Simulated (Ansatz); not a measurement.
Put Te3O2 in I4mm (No. 107): Te on 4b and 2a; O on 4b.

Method: DFT PBE, scalar-relativistic, plane waves, PAW (Ansatz). Cutoff 420 eV, Γ-centred mesh, Gaussian smearing, no spin polarisation.

The zero of energy is the elements' standard structures at the same level (O₂ as a molecule); no fitted shifts are applied.

**Question.** Give the relaxed lattice parameters and positions.

**Answer.**

Space group I4mm (No. 107). a = 5.835 Å, b = 5.835 Å, c = 8.724 Å, α = 90.00°, β = 90.00°, γ = 90.00°
| atom | site | symmetry | x | y | z |
| --- | --- | --- | --- | --- | --- |
| Te | 4b | 2mm. | 0.0000 | 0.5000 | 0.1309 |
| Te | 2a | 4mm | 0.5000 | 0.5000 | 0.2255 |
| O | 4b | 2mm. | 0.5000 | 0.0000 | 0.4149 |

Te on a site of symmetry 2mm is surrounded by 1 O at 1.88 Å, 1 O at 2.48 Å and 2 Te at 3.03 Å; around Te on a site of symmetry 4mm lie 4 Te at 3.03 Å and 4 O at 3.35 Å; O is surrounded by 1 Te at 1.88 Å, 1 Te at 2.48 Å and 2 Te at 3.35 Å. Another local minimum with the same sites may exist.

**Question.** And its energy and gap?

**Answer.** The energy over the elements is −0.10 eV/atom. The gap on the 10×10×10 mesh of the 5-atom cell is 0 eV (a metal).

The last run used Gaussian smearing of 0.10 eV. Spin–orbit coupling, which can matter for Te, is left out. The reference form of Te is held partly by dispersion forces, which this level lacks. Symmetry constrained the relaxation, so the result can be a saddle point. Another cell of Te3O2 relaxed alike, in R-3m, lies 216 meV/atom lower, so this cell isn't the stable form at this level.
